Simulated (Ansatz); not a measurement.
Input and command of a plane-wave DFT calculation in Ansatz:

```yaml
crystal:
  lattice:
    - [0.0, 2.0148175, 2.0455]
    - [2.0761825, 0.0, 2.0455]
    - [2.0761825, 2.0148175, 0.0]
  atoms:
    - { symbol: Au, position: [0.0, 0.0, 0.0] }
basis:
  ecutwfc: 420
kpoints:
  mp_grid: { grid: [20, 20, 20] }
hamiltonian:
  xc: pbesol
scf:
  occupations: { method: gaussian, width: 0.15 }
output:
  forces: true
  stress: true
  eigenvalues: true
```

```bash
ansatz run input.yaml --threads 1 --pin off --max-ram 2560MiB --backend cpu --events-out ev --progress --plain --runs-dir out
```

Processor: Intel(R) Xeon(R) Platinum 8488C (Sapphire Rapids), 1 thread, on a host shared with other jobs.

How long does it run, and how much memory does it take?

About 10 s on 1 thread of Intel(R) Xeon(R) Platinum 8488C (Sapphire Rapids), with other jobs on the host, peak memory 0.58 GiB. It solves 14 bands at 1166 k points (the mesh reduced by symmetry) with about 331 plane waves, in 6 SCF iterations.
